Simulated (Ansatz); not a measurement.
# Pd2PtS6 (P-31m) at 2 levels of theory

One geometry, relaxed with PBE; plane waves with PAW potentials in Ansatz, scalar-relativistic. No spin polarisation. Gaps are the least over mesh and band path; pressure is positive in compression.

Space group P-31m (No. 162). a = 6.171 Å, b = 6.171 Å, c = 6.273 Å, α = 90.00°, β = 90.00°, γ = 120.00°
| atom | site | symmetry | x | y | z |
| --- | --- | --- | --- | --- | --- |
| Pd | 2c | 3.2 | 0.6667 | 0.3333 | 0.0000 |
| Pt | 1a | -3.m | 0.0000 | 0.0000 | 0.0000 |
| S | 6k | ..m | 0.6669 | 0.6669 | 0.1970 |

```tsv
level	cutoff (eV)	k mesh	gap (eV)	pressure (GPa)
PBE	420	6×6×6	1.00	0.0
```

What comes out on the same cell with r2SCAN?

```csv
level,cutoff (eV),k mesh,gap (eV),pressure (GPa)
r2SCAN,500,6×6×6,1.15,-1.8
```

Spin-orbit coupling matters for the bands of heavy elements and is left out. The cell holds layers, chains or molecules and no dispersion correction was added, so their binding is poorly described.

The cell was found from a structure generator's guess, not taken from experiment.
